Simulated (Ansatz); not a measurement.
GaN (wurtzite)

```
GaN
1.0
    3.21838     0.00000     0.00000
   -1.60919     2.78720     0.00000
    0.00000     0.00000     5.24320
Ga N
2 2
Cartesian
  1.60919   0.92907   0.00505
  0.00000   1.85813   2.62665
  1.60919   0.92907   3.27300
  0.00000   1.85813   0.65140
```

In this cell atom 2 (Ga, nearest neighbour N at 1.967 Å; its periodic images, 3.2 Å or more away, move with it) is moved by s along Cartesian z, unit vector (0.000, 0.000, 1.000); all other atoms and the cell stay fixed.

The numbers are results of PBE (plane waves to 420 eV, PAW, scalar-relativistic; Ansatz, a first-principles code), not measurements. k mesh 10×10×5 (Γ-centred), Fermi-Dirac smearing 0.05 eV. Energies are smeared free energies. GaN was relaxed with its symmetry unable to fall. ΔE is measured from the undisplaced structure.

```
s (Å)   ΔE (meV/cell)
------  -------------
-0.390           2333
-0.312           1337
-0.234            677
-0.156            272
-0.078             62
0.000               0
0.078              51
0.156             187
0.234             383
0.312             618
0.390        withheld
```

### Question
Fit a polynomial form (powers 2, 3, 4) to the given rows and predict ΔE at s = 0.390.

### Answer
Least squares on the 10 given rows: ΔE = (9028)·s² + (-11860)·s³ + (10950)·s⁴, in meV/cell with s in Å; root-mean-square residual 4.1 meV/cell. At 0.390 the fit gives 923 meV/cell; the calculation gives 873 meV/cell, so the extrapolation is off by 50 (+5.7 %). The quadratic term alone would give 1373 meV/cell.

(For displaced atoms, the force is minus the slope of the energy, and its curvature is a force constant, which sets phonon frequencies.)
